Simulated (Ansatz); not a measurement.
A geometry of TaRu away from equilibrium: the start of the relaxation of a generated trial cell of TaRu. All values below come from PBEsol (plane waves to 420 eV, PAW, scalar-relativistic; Ansatz, a first-principles code). Γ-centred k-mesh 6×9×5 on the run's cell (coarser than for final values), Fermi–Dirac smearing 0.05 eV.

```xyz
8
Lattice="5.5804 0.0000 0.0000 0.0000 3.6828 0.0000 0.0000 0.0000 6.1946" Properties=species:S:1:pos:R:3:forces:R:3 pbc="T T T" free_energy=-62490.529 pressure_GPa=18.4
Ru     0.0112     0.9207     4.9539    0.9799    0.0000   -0.7270
Ru     5.5692     2.7621     1.2408   -0.9799    0.0000    0.7270
Ru     2.7790     2.7621     1.8565   -0.9799    0.0000   -0.7270
Ru     2.8014     0.9207     4.3381    0.9799    0.0000    0.7270
Ta     1.1138     0.9207     2.5602   -1.2043    0.0000   -0.9227
Ta     4.4666     2.7621     3.6344    1.2043    0.0000    0.9227
Ta     1.6764     2.7621     5.6576    1.2043    0.0000   -0.9227
Ta     3.9041     0.9207     0.5371   -1.2043    0.0000    0.9227
```

Positions in Å, forces in eV/Å, free energy of the cell in eV (comparable only within this code, potentials and settings). Largest force: 1.52 eV/Å, on Ta5, Ta6, Ta7, Ta8 (atoms numbered as listed); the geometry lies 0.42 eV/atom above the end of its relaxation.

No spin polarisation in the result.

The run could not lose the symmetry of its start, so the end can be a saddle point.

The end of the path is a generated cell of TaRu: the first start was made by placing the elements on the sites of a structure type, and the end was not matched to a known phase here, so it may be hypothetical.
